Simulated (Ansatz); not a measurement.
## Comparing deformations in Ir

All numbers below come from DFT PBEsol, scalar-relativistic, plane waves, PAW in Ansatz. Settings: plane waves to 420 eV, k-mesh 26×26×26 (Γ-centred), Gaussian smearing 0.15 eV. Spin–orbit coupling is left out, which can shift energies with elements as heavy as these. No spin polarisation. Energies are free energies at this smearing, counted from the undisturbed cell; pressure is positive in compression.

The starting cell (relaxed at this level; with this scan's settings it stands at 0.1 GPa):

```
Ir
1.0
     0.00000    1.91512    1.91512
     1.91512    0.00000    1.91512
     1.91512    1.91512    0.00000
Ir
1
Direct
  0.00000 0.00000 0.00000
```

The cell is strained by ε times a Voigt pattern (xx, yy, zz, yz, xz, xy; engineering shear) with fractional coordinates fixed. τ = (1/V0) dE/dε comes from the stress tensor. Of each scan, only the three points used here are listed.

| pattern | ε | τ (GPa) |
| --- | --- | --- |
| (0, 0, 0, 0, 0, 1) | -0.0200 | -5.75 |
| (0, 0, 0, 0, 0, 1) | 0.0000 | 0.00 |
| (0, 0, 0, 0, 0, 1) | 0.0100 | 2.87 |
| (1, 0, 0, 0, 0, 0) | -0.0300 | -21.45 |
| (1, 0, 0, 0, 0, 0) | 0.0000 | -0.05 |
| (1, 0, 0, 0, 0, 0) | 0.0150 | 9.22 |

Question: Which constants do the scans give, and which deformation costs least for the same size of strain tensor?

Answer: The slope dτ/dε at zero (parabola through three points) is pᵀCp: (0, 0, 0, 0, 0, 1) gives C44 = 287 GPa; (1, 0, 0, 0, 0, 0) gives C11 = 650 GPa. The size of the strain tensor, ε:ε, is ε² times 0.5, 1.0. Per unit of it the stiffnesses are 575, 650 GPa, so (0, 0, 0, 0, 0, 1) is the softest of these: at ε:ε = (1 %)² the quadratic term costs 2.52 meV/atom against 2.85 for the stiffest.

In a metal these slopes depend on the k mesh and the smearing.

Cost: 11 runs of about 6.8 core-minutes in all, on Intel Xeon Processor @ 2.50GHz (Skylake/Cascade Lake) (shared hosts).